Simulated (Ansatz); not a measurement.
SbIrS:
```
CELL_PARAMETERS angstrom
      6.02360     0.00000     0.00000
      0.00000     6.02360     0.00000
      0.00000     0.00000     6.02360
ATOMIC_POSITIONS crystal
  Sb 0.37601 0.37601 0.37601
  Sb 0.12399 0.62399 0.87601
  Sb 0.87601 0.12399 0.62399
  Sb 0.62399 0.87601 0.12399
  Ir 0.98448 0.51552 0.48448
  Ir 0.51552 0.48448 0.98448
  Ir 0.48448 0.98448 0.51552
  Ir 0.01552 0.01552 0.01552
  S  0.38311 0.11689 0.88311
  S  0.11689 0.88311 0.38311
  S  0.88311 0.38311 0.11689
  S  0.61689 0.61689 0.61689
```

DFT-PBEsol in the program Ansatz with PAW potentials gives a gap of 1.27 eV without spin–orbit coupling, maximum off the standard path, at k = (0.000, 0.354, 0.380), minimum at Γ.

**Question.** What happens when spin–orbit coupling is switched on?

**Answer.** The gap falls by 0.12 eV, to 1.15 eV; maximum off the standard path, at k = (0.000, 0.354, 0.380), minimum at Γ.

Space group P2_13. The first step of the workflow began from a Materials Project structure, measured or hypothetical; the Crystallography Open Database copy checked does not list it. COD files the formula under space group No. 29, so this cell is another polymorph or a model. Its standing as an ambient phase is unchecked. Symmetry was held in the PBEsol relaxation; its stability against distortions is not shown here. No spin polarisation was allowed.

Potentials: the later of the program's two PAW sets.
